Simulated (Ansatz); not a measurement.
Input file for Ansatz (a quantum-chemistry and plane-wave program):

Ansatz 0.2 input:
```yaml
crystal:
  lattice:
    - [4.1384660279, 0.0, 0.0]
    - [-2.069233014, 3.5840167129, 0.0]
    - [0.0, 0.0, 9.3503406671]
  atoms:
    - { symbol: In, position: [0.5005682414, 0.0, 0.6666666667] }
    - { symbol: In, position: [0.0, 0.5005682414, 0.3333333333] }
    - { symbol: In, position: [0.4994317586, 0.4994317586, 0.0] }
    - { symbol: P, position: [0.5002957555, 0.0, 0.1666666667] }
    - { symbol: P, position: [0.0, 0.5002957555, 0.8333333333] }
    - { symbol: P, position: [0.4997042445, 0.4997042445, 0.5] }
kpoints:
  mp_grid: { grid: [5, 5, 2] }
hamiltonian:
  xc: hse06
  pseudopotentials: { kind: paw }
scf:
  n_extra_bands: 6
  occupations: { method: fixed }
output:
  eigenvalues: true
  eigenstates:
    e_range: [-9.0, 8.6]
    kpoints:
      - [-0.020833, 0.0, 0.0]  # VBM
      - [0.0, 0.0, 0.0]  # CBM
```

Output (shortened):

```
Pseudopotential: In, paw, valence charge 13
Pseudopotential: P, paw, valence charge 5
Functional definition: HSE06
davidson cushion auto → on  (no smearing: the cushion is to keep the highest requested band from converging to the state above it …
Crystal: 6 atoms, lattice volume = 138.687 Å³
Basis set: ecut = 420 eV, 2671 PW (Γ)
Bands: 33, of which v1, the nominal top of the filled ones, is band 27 counted from 1 (26 counted from 0)
Symmetry: 6 space group operations
Space group: P3221 (ITA 154), of the structure as read, at distance tolerance 5.2e-5 Å
k-points: 10 of 50 (time reversal used)
SCF iter   1: F=—  HF=-19060.892216 eV  |F-HF|=—  |Δ(HF+E_count)|=         —  Δρ=1.82e-3  dr2=4.14e-3  ethr=1.77e-3  ⟨swp⟩=8.3  Hψ=1674  notcnv=0
preconditioner: auto → none
SCF iter   2: F=—  HF=-19060.894408 eV  |F-HF|=—  |Δ(HF+E_count)|=   2.19e-3  Δρ=7.41e-4  dr2=5.14e-4  ethr=7.67e-6  ⟨swp⟩=5.4  Hψ=1315  notcnv=0  defer=1
SCF iter   3: F=—  HF=-19060.894602 eV  |F-HF|=—  |Δ(HF+E_count)|=   1.94e-4  Δρ=3.72e-4  dr2=1.04e-4  ethr=9.52e-7  ⟨swp⟩=3.4  Hψ=863  notcnv=0  defer=1
iter 4 solved again at ethr=2.04e-9 eV; its pass at ethr=1.92e-7 eV (dr2=1.10e-6 eV) is discarded
SCF iter   4: F=—  HF=-19060.894704 eV  |F-HF|=—  |Δ(HF+E_count)|=   1.02e-4  Δρ=3.59e-5  dr2=1.01e-6  ethr=2.04e-9  ⟨swp⟩=5.3  Hψ=2197  notcnv=0  defer=1
SCF iter   5: F=—  HF=-19060.894705 eV  |F-HF|=—  |Δ(HF+E_count)|=   1.11e-6  Δρ=1.16e-5  dr2=1.02e-7  ethr=1.86e-9  ⟨swp⟩=3.0  Hψ=901  notcnv=0
SCF iter   6: F=-19060.894705 eV  HF=-19060.894705 eV  |F-HF|=3.29e-9  |Δ(HF+E_count)|=   2.48e-7  Δρ=2.67e-6  dr2=5.05e-9  ethr=1.89e-10  ⟨swp⟩=4.5  Hψ=1126  notcnv=0
SCF 1 converged in 6 iterations: F = -19060.894705 eV  dr2 = 5.05e-9
Crystal: 6 atoms, lattice volume = 138.687 Å³
Exchange kernel: α = 0.2500, screened, ω = 0.2079 Å⁻¹, Wigner–Seitz truncation, v(0) = 1044.8263 eV·Å³, q-mesh 5×5×2, nearest image of the exchange supercell L …
Frozen-core exchange: fock
iter 1 solved again at ethr=5.19e-5 eV; its pass at ethr=1.00e-1 eV (dr2=2.80e-2 eV) is discarded
SCF iter   1: F=—  HF=-19074.323290 eV  |F-HF|=—  |Δ(HF+E_count)|=         —  Δρ=5.98e-3  dr2=3.09e-2  ethr=5.19e-5  ⟨swp⟩=5.1  Hψ=1994  notcnv=0
preconditioner: auto → none
SCF iter   2: F=—  HF=-19074.316160 eV  |F-HF|=—  |Δ(HF+E_count)|=   7.13e-3  Δρ=2.08e-3  dr2=6.79e-3  ethr=5.19e-5  ⟨swp⟩=2.0  Hψ=730  notcnv=0
SCF iter   3: F=—  HF=-19074.338838 eV  |F-HF|=—  |Δ(HF+E_count)|=   2.27e-2  Δρ=1.23e-3  dr2=1.41e-3  ethr=6.84e-6  ⟨swp⟩=4.1  Hψ=997  notcnv=0
SCF iter   4: F=—  HF=-19074.338533 eV  |F-HF|=—  |Δ(HF+E_count)|=   3.05e-4  Δρ=1.52e-4  dr2=7.94e-5  ethr=2.30e-6  ⟨swp⟩=2.9  Hψ=745  notcnv=0
SCF iter   5: F=-19074.338894 eV  HF=-19074.338899 eV  |F-HF|=5.82e-6  |Δ(HF+E_count)|=   3.66e-4  Δρ=1.43e-4  dr2=1.77e-5  ethr=6.12e-8  ⟨swp⟩=4.7  Hψ=1318  notcnv=0
SCF 2 stopped early in 5 iterations: F = -19074.338894 eV  dr2 = 1.77e-5
hybrid outer 1: dexx = +2.665e-2 eV, tail = 6.35e-5 eV
Crystal: 6 atoms, lattice volume = 138.687 Å³
Exchange kernel: α = 0.2500, screened, ω = 0.2079 Å⁻¹, Wigner–Seitz truncation, v(0) = 1044.8263 eV·Å³, q-mesh 5×5×2, nearest image of the exchange supercell L …
Frozen-core exchange: fock
SCF iter   1: F=—  HF=-19074.338525 eV  |F-HF|=—  |Δ(HF+E_count)|=         —  Δρ=4.66e-5  dr2=2.25e-6  ethr=5.88e-7  ⟨swp⟩=2.5  Hψ=735  notcnv=0
preconditioner: auto → none
SCF iter   2: F=—  HF=-19074.338525 eV  |F-HF|=—  |Δ(HF+E_count)|=   6.67e-7  Δρ=1.98e-5  dr2=3.93e-7  ethr=3.94e-9  ⟨swp⟩=4.7  Hψ=1276  notcnv=0
SCF iter   3: F=—  HF=-19074.338525 eV  |F-HF|=—  |Δ(HF+E_count)|=   3.10e-8  Δρ=7.14e-6  dr2=1.65e-7  ethr=5.03e-10  ⟨swp⟩=3.0  Hψ=905  notcnv=0
SCF iter   4: F=-19074.338526 eV  HF=-19074.338526 eV  |F-HF|=5.15e-8  |Δ(HF+E_count)|=   7.46e-7  Δρ=7.90e-6  dr2=7.33e-8  ethr=7.59e-11  ⟨swp⟩=5.7  Hψ=1387  notcnv=0  defer=2
SCF 3 converged in 4 iterations: F = -19074.338526 eV  dr2 = 7.33e-8
hybrid outer 2: dexx = +8.925e-7 eV, tail = 1.69e-7 eV, Δε = 1.90e-3 eV (about 1.75e-4 eV left of the loop's levels)
the search or the solves at the SCF's close seem to have found levels that the self-consistency loop had missed (the run counts 1) …
NSCF: frozen V_eff on 2 k-points
hybrid SCF converged: 2 outer / 9 inner (+6 warm-up), last move |dexx| = 8.93e-7 eV, tail = 1.69e-7 eV
Stability not checked (fock_operator)
Free energy (F): -19074.338526 eV
Frozen-core exchange: fock
Harris-Foulkes:  -19074.338526 eV  (|F-HF|=5.15e-8)
Internal energy: -19074.338526 eV  (E = F + TS)
E sigma→0 (E₀):  -19074.338526 eV
Fermi energy:    7.858775 eV
--- Per-component energies (eV) ---
  E_band       = -187.176881
  E_kinetic    = 937.667253
  E_local      = -3885.081552  (includes V_loc(G=0)·N_el)
  E_nonlocal   = 1203.579607
  E_hartree    = 1531.718842
  E_xc         = -661.464225
  E_vxc        = -384.081644  (∫ρ·V_xc dr)
  E_exx        = -120.943208  (= α·E_x^exact, valence–valence)
  E_paw        = -14238.196592  (= ΣΔE_a)
  E_vpaw       = -880.817775  (= ΣTr[D̂ρ^β])
  E_aug_tail   = 0.000088  (compensation charges beyond the density's cutoff)
  E_ewald      = -3842.925468
  E_core_change = 1.306730  (= ΣΔE_core)
  E_smearing   =  0.000000  (= −TS)
  E_closure    =  0.000000  (closes the sum)
  Σ components = -19074.338526   (vs F -19074.338526, Δ=0.00e0)
  [band-id]    e_kinetic+e_local+e_nonlocal+2·e_hartree+e_vxc+2·e_exx+e_vpaw+e_augmentation_tail = -187.182756   (vs E_band -187.176881, Δ=-5.87e-3)
--- Band table (eV; the first three rows and the last of 10) ---
  k-point 0: bands = ["-8.4477", "-8.4477", "-8.4319", "-8.4319", "-8.3946", "-8.3633", "-8.3422", "-8.3137", "-8.3137", "-8.3028", "-8.3028", "-8.3019", "-8.2968", "-8.2968", "-8.2826", "-5.2393", "-3.7497", "-3.7497", "2.5271", "2.5271", "5.3680", "6.9788", …
  k-point 1: bands = ["-8.4934", "-8.4421", "-8.4007", "-8.4007", "-8.3553", "-8.3553", "-8.3541", "-8.3541", "-8.3252", "-8.3252", "-8.3221", "-8.2909", "-8.2850", "-8.2850", "-8.2812", "-4.8421", "-4.8421", "-2.8215", "0.9554", "5.3617", "5.3617", "5.8371", …
  k-point 2: bands = ["-8.5135", "-8.5050", "-8.4140", "-8.3984", "-8.3819", "-8.3504", "-8.3450", "-8.3347", "-8.3226", "-8.3084", "-8.3070", "-8.2935", "-8.2852", "-8.2655", "-8.2579", "-4.8339", "-3.4015", "-3.3725", "2.1390", "2.7988", "4.5110", "4.7728", …
  k-point 9: bands = ["-8.5808", "-8.5801", "-8.4537", "-8.4223", "-8.3609", "-8.3518", "-8.3314", "-8.3258", "-8.3125", "-8.2990", "-8.2896", "-8.2769", "-8.2443", "-8.2427", "-8.2276", "-3.2177", "-2.6332", "-2.5619", "0.8909", "1.7390", "3.1025", "4.0720", …
```

Cost: around 2.8 core-minutes (rough) on shared cores.

The points marked VBM and CBM come from a semilocal run.

Space group P6_222. The start of the workflow was typed in or built on a structure type; neither database checked (COD, Materials Project) lists it. It is not the phase usual at ambient conditions (space group No. 216). The cell was relaxed with r²SCAN under the symmetry of its start; whether a distortion lowers the energy is not shown. Point labels and valley counts follow the cell and symmetry of the run, lower than the named group. Scalar-relativistic: spin–orbit coupling is off unless named, which matters more the heavier the elements.

Potentials: the later of the program's two PAW sets.

Ansatz is a plane-wave DFT program.
